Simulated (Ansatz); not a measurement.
An Ansatz input:

```yaml
crystal:
  lattice:
    - [3.0925695287, 0.0, 0.0]
    - [0.0, 3.0925695287, 0.0]
    - [0.0, 0.0, 3.0925695287]
  atoms:
    - { symbol: In, position: [0.0, 0.0, 0.0] }
hamiltonian:
  xc: pbesol
  pseudopotentials:
    kind: paw
    azcp:
      In: "pseudopotentials/In.paw.azcp"
basis:
  ecutwfc: 420
  fft_grid_basis: typed
kpoints:
  mp_grid: { grid: [12, 12, 12], shift: [0, 0, 0] }
magnetization:
  spin_polarized: false
scf:
  occupations: { method: fermi_dirac, width: 0.1 }
  lower_state_search: "off"
output:
  stress: true
  write_density: true
  write_potential: true
  elf: true
  volumetric_format: npy
```

Terminal output

```
Warning: the record states the generating functional pbe (its physics header spells it `PBE`), which answers neither for hamiltonian.xc's functional nor for the pbesol family's — results may be inconsistent (PPs are generated against a specific XC)
Engine: ansatz 0.2.0, aarch64-unknown-linux-gnu
Pseudopotentials: kind: paw
Pseudopotential: In, paw, valence charge 13, recommended cutoff 420 eV (normal) 
Functional definition: PBEsol
  exchange = pbesol_x
  correlation = pbesol_c
Crystal: 1 atoms, lattice volume = 29.577 Å³
Basis set: ecut = 420 eV, 587 PW (Γ)
Bands: 11, of which v1, the nominal top of the filled ones, is band 7 counted from 1 (6 counted from 0)
Symmetry: 48 space group operations
Space group: Pm-3m (ITA 221), of the structure as read, at distance tolerance 3.1e-5 Å
k-points: 84 of 1728
Non-local potential: In, projectors of the file, l = 0: 2, l = 1: 2, l = 2: 2, l = 3: 2
PAW form: soft (Blöchl's): semilocal exchange-correlation on the pseudo side does not see the compensation charge
PAW frozen core: In, regenerated for the run's functional, and the local potential with it (the file was generated under x = pbe(κ = 0.804, μ = 0.2195149727645171), c = pbe(β = 0.06672455060314922))
PAW one-centre angular grid: In, 590 points (default); XC on 64 Gauss nodes
Initial density: superposition of atomic densities (neutral atoms: chi_scale 0, normalization atom), corrected by the library's trained network
Initial wavefunctions: pseudopotential atomic-orbital guess
Functional: x = pbesol(κ = 0.804, μ = 0.12345679012345678), c = pbesol(β = 0.046)
SCF iter   1: F=—  HF=-5525.296795 eV  |F-HF|=—  |Δ(HF+E_count)|=         —  Δρ=2.68e-3  dr2=1.91e-3  ethr=1.77e-3  ⟨swp⟩=5.1  Hψ=5499  notcnv=0
SCF iter   2: F=—  HF=-5525.295291 eV  |F-HF|=—  |Δ(HF+E_count)|=   1.50e-3  Δρ=1.18e-3  dr2=4.40e-4  ethr=1.47e-5  ⟨swp⟩=1.4  Hψ=1688  notcnv=0
SCF iter   3: F=—  HF=-5525.295135 eV  |F-HF|=—  |Δ(HF+E_count)|=   1.56e-4  Δρ=3.75e-4  dr2=2.36e-5  ethr=3.39e-6  ⟨swp⟩=2.0  Hψ=1456  notcnv=0  defer=2
SCF iter   4: F=—  HF=-5525.295129 eV  |F-HF|=—  |Δ(HF+E_count)|=   6.43e-6  Δρ=2.02e-4  dr2=6.95e-6  ethr=1.82e-7  ⟨swp⟩=2.0  Hψ=1421  notcnv=0  defer=2
SCF iter   5: F=—  HF=-5525.295126 eV  |F-HF|=—  |Δ(HF+E_count)|=   2.74e-6  Δρ=9.22e-5  dr2=1.49e-6  ethr=5.35e-8  ⟨swp⟩=2.0  Hψ=1352  notcnv=0  defer=2
SCF iter   6: F=-5525.295125 eV  HF=-5525.295125 eV  |F-HF|=5.12e-8  |Δ(HF+E_count)|=   7.55e-7  Δρ=1.65e-5  dr2=4.74e-8  ethr=7.69e-10  ⟨swp⟩=7.4  Hψ=5347  notcnv=0
SCF 1 converged in 6 iterations: F = -5525.295125 eV  dr2 = 4.74e-8
SCF converged after 6 iterations
Free energy (F): -5525.295125 eV
Harris-Foulkes:  -5525.295125 eV  (|F-HF|=5.12e-8)
Internal energy: -5525.277910 eV  (E = F + TS)
E sigma→0 (E₀):  -5525.286518 eV
Entropy (-TS):   -0.017215 eV (-17.215 meV/atom)
Fermi energy:    8.290614 eV
--- Per-component energies (eV) ---
  E_band       = -46.928266
  E_kinetic    = 241.216089
  E_local      = -1188.323067  (includes V_loc(G=0)·N_el)
  E_nonlocal   = 367.233565
  E_hartree    = 465.840344
  E_xc         = -213.606541
  E_vxc        = -99.862867  (∫ρ·V_xc dr)
  E_paw        = -4081.540852  (= ΣΔE_a)
  E_vpaw       = -298.880968  (= ΣTr[D̂ρ^β])
  E_aug_tail   = 0.000025  (compensation charges beyond the density's cutoff)
  E_ewald      = -1116.333374
  E_core_change = 0.235902  (= ΣΔE_core)
  E_smearing   = -0.017215  (= −TS)
  E_closure    = -0.000000  (closes the sum)
  Σ components = -5525.295125   (vs F -5525.295125, Δ=0.00e0)
--- Stress (GPa, compression-positive) ---
       -2.563103      -0.000000       0.000000
        0.000000      -2.563103       0.000000
        0.000000       0.000000      -2.563103
  P = ⅓ Tr σ = -2.5631 GPa (-25.631 kbar)
--- Band table (eV; the first three rows and the last of 84) ---
  k-point 0: bands = ["-6.5270", "-6.5270", "-5.8738", "-5.8738", "-5.8738", "-0.5164", "15.3737", "15.3737", "15.3737", "18.5434", "18.5434"]
  k-point 1: bands = ["-6.5242", "-6.4957", "-5.8860", "-5.8860", "-5.8728", "-0.4028", "13.9773", "15.5034", "15.5034", "18.6142", "19.1177"]
  k-point 2: bands = ["-6.5167", "-6.4108", "-5.9190", "-5.9190", "-5.8700", "-0.0597", "11.7729", "15.8823", "15.8823", "18.8281", "19.3947"]
  k-point 83: bands = ["-6.2805", "-6.2805", "-6.2805", "-5.6741", "-5.6741", "10.3309", "10.3309", "10.3309", "10.7027", "15.3651", "15.3651"]
```
